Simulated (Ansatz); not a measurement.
# SrTl (Pm-3m), trigonal deformation path

All numbers below come from Ansatz 0.2.0, DFT PBEsol, scalar-relativistic, plane waves, PAW. The runs took a 420 eV cutoff, a Γ-centred 14×14×14 mesh and Gaussian smearing (0.15 eV). Spin–orbit coupling is left out, which can shift energies with elements as heavy as these. No spin polarisation. Energies are free energies at this smearing, counted from the undisturbed cell; pressure is positive in compression.

The starting cell (as given, not relaxed at this level; it stands at -0.3 GPa, and it needn't be the usual structure):

```xyz
2
Lattice="4.0320 0.0000 0.0000 0.0000 4.0320 0.0000 0.0000 0.0000 4.0320" Properties=species:S:1:pos:R:3 pbc="T T T"
Sr    0.0000    0.0000    0.0000
Tl    2.0160    2.0160    2.0160
```

At fixed volume and fractional coordinates, lengths along (0.577, 0.577, 0.577) are scaled against those across it; ρ is that ratio over its starting value. The cell is metallic on the mesh throughout. At ρ = 2.000 the cell becomes cubic (Fm-3m), and there the slope of the energy vanishes by symmetry.

```
    ρ  ΔE (meV/atom) pressure (GPa)
0.500         4100.3            40.0
0.600              ?               ?
0.710              ?               ?
0.850          118.4             1.1
0.930           21.4             0.0
1.000            0.0            -0.3
1.080           19.3             0.0
1.200           89.6             1.0
1.410          228.8             2.9
1.700              ?               ?
2.000          396.2             5.1
```

(1) Give the withheld values.

## Answers

(1) ΔE (meV/atom) at ρ = 0.600: 1702.9; pressure (GPa) at ρ = 0.600: 16.4; ΔE (meV/atom) at ρ = 0.710: 625.0; pressure (GPa) at ρ = 0.710: 6.3; ΔE (meV/atom) at ρ = 1.700: 353.7; pressure (GPa) at ρ = 1.700: 4.5.